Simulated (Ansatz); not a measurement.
Data:

HfS2:
```
CELL_PARAMETERS angstrom
      3.65182     0.00000     0.00000
     -1.82591     3.16257     0.00000
      0.00000     0.00000     6.86301
ATOMIC_POSITIONS crystal
  Hf 0.00000 0.00000 0.00000
  S  0.33333 0.66667 0.21077
  S  0.66667 0.33333 0.78923
```

This is the PBE-relaxed structure. Tensor components refer to the Cartesian frame of this cell.

Problem. All from the program Ansatz at the PBE level (PAW), unless another level is named. Give the band gap.

Solution. 1.25 eV (indirect).

Problem. What about the smallest direct gap on the standard path?

Solution. 2.07 eV.

Problem. Predict the hole effective mass, band 2 of 2 at the edge.

Solution. 0.18 along x, 19 along z (mₑ).

Space group P-3m1 (CdI2 type). Symmetry was held in the PBE relaxation. The run is not spin-polarised. The volume lies over 15 % above that of the usual cell of this phase: another minimum, or an error of the functional. A crystal of weakly bound layers computed without a dispersion correction: the cell and the soft elastic constants depend strongly on that. Spin–orbit coupling is left out wherever it is not named.

Potentials: the later of the program's two PAW sets.
